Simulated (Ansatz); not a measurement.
Ansatz input file:

```yaml
crystal:
  lattice:
    - [-2.785208575, 2.785208575, 2.785208575]
    - [2.785208575, -2.785208575, 2.785208575]
    - [2.785208575, 2.785208575, -2.785208575]
  atoms:
    - { symbol: Rb, position: [0.0, 0.0, 0.0] }
basis:
  ecutwfc: 420
kpoints:
  mp_grid: { grid: [10, 10, 10] }
hamiltonian:
  xc: pbesol
scf:
  occupations: { method: gaussian, width: 0.1 }
output:
  forces: true
  stress: true
  eigenvalues: true
  write_density: true
  write_potential: true
  elf: true
  volumetric_format: npy
```

Run as
```bash
ansatz run input.yaml --threads 1 --pin off --max-ram 2560MiB --backend cpu --events-out ev --progress --plain --runs-dir out
```

Theory: DFT PBEsol, scalar-relativistic, plane waves, PAW (Ansatz 0.2.0).

From the run's log, abridged (iterations and final results):

```
SCF iter   1: F=—  HF=-3216.991279 eV  |F-HF|=—  |Δ(HF+E_count)|=         —  Δρ=6.25e-4  dr2=1.26e-4  ethr=1.77e-3  ⟨swp⟩=7.0  Hψ=3509  notcnv=0
SCF iter   2: F=—  HF=-3216.991975 eV  |F-HF|=—  |Δ(HF+E_count)|=   6.95e-4  Δρ=2.90e-4  dr2=2.70e-5  ethr=1.40e-6  ⟨swp⟩=3.3  Hψ=1141  notcnv=0
SCF iter   3: F=—  HF=-3216.991985 eV  |F-HF|=—  |Δ(HF+E_count)|=   9.97e-6  Δρ=4.08e-5  dr2=1.18e-6  ethr=2.99e-7  ⟨swp⟩=2.0  Hψ=621  notcnv=0
SCF iter   4: F=—  HF=-3216.991985 eV  |F-HF|=—  |Δ(HF+E_count)|=   2.63e-7  Δρ=2.00e-5  dr2=4.58e-7  ethr=1.31e-8  ⟨swp⟩=1.0  Hψ=409  notcnv=0
SCF iter   5: F=-3216.991985 eV  HF=-3216.991985 eV  |F-HF|=1.83e-8  |Δ(HF+E_count)|=   2.98e-8  Δρ=4.95e-6  dr2=6.14e-8  ethr=5.09e-9  ⟨swp⟩=2.0  Hψ=574  notcnv=0
SCF iter   6: F=-3216.991985 eV  HF=-3216.991985 eV  |F-HF|=2.68e-10  |Δ(HF+E_count)|=   7.64e-9  Δρ=2.05e-6  dr2=5.96e-9  ethr=6.82e-10  ⟨swp⟩=7.6  Hψ=2664  notcnv=0
SCF 1 converged in 6 iterations: F = -3216.991985 eV  dr2 = 5.96e-9
SCF converged after 6 iterations
Free energy (F): -3216.991985 eV
Harris-Foulkes:  -3216.991985 eV  (|F-HF|=2.68e-10)
Internal energy: -3216.985748 eV  (E = F + TS)
E sigma→0 (E₀):  -3216.988866 eV
Entropy (-TS):   -0.006237 eV (-6.237 meV/atom)
Fermi energy:    2.095150 eV
--- Per-component energies (eV) ---
  E_band       = -117.046959
  E_kinetic    = 190.892928
  E_local      = -699.543238  (includes V_loc(G=0)·N_el)
  E_nonlocal   = 175.165174
  E_hartree    = 194.437783
  E_xc         = -127.778479
  E_vxc        = -134.303900  (∫ρ·V_xc dr)
  E_paw        = -2569.280039  (= ΣΔE_a)
  E_vpaw       = -38.135025  (= ΣTr[D̂ρ^β])
  E_aug_tail   = -0.000001  (compensation charges beyond the density's cutoff)
  E_ewald      = -381.003547
  E_core_change = 0.123671  (= ΣΔE_core)
  E_smearing   = -0.006237  (= −TS)
--- Forces (eV/Å), atoms counted from 1 ---
  atom   1  Rb     0.00000000     0.00000000     0.00000000
--- Stress (GPa, compression-positive) ---
        0.003851       0.000000       0.000000
        0.000000       0.003851       0.000000
        0.000000       0.000000       0.003851
  P = ⅓ Tr σ = 0.0039 GPa (0.039 kbar)
--- Band table (eV; the first three rows and the last of 47) ---
  k-point 0: bands = ["-26.7343", "-10.7734", "-10.7734", "-10.7734", "0.0477", "5.8211", "5.8211", "5.8211", "6.8040"]
  k-point 1: bands = ["-26.7338", "-10.7848", "-10.7771", "-10.7734", "0.1715", "5.6250", "5.6523", "5.9365", "6.5749"]
  k-point 2: bands = ["-26.7324", "-10.8141", "-10.7867", "-10.7735", "0.5306", "4.9707", "5.3049", "6.2776", "6.5562"]
  k-point 46: bands = ["-26.7246", "-10.8557", "-10.8557", "-10.8557", "3.3226", "3.3226", "5.4653", "5.4653", "5.4653"]
```

Self-consistency was reached.

Time: 1.3 s on 1 thread of AMD EPYC 9R45 96-Core Processor (Zen 5), on a shared host, peak memory 0.4 GiB.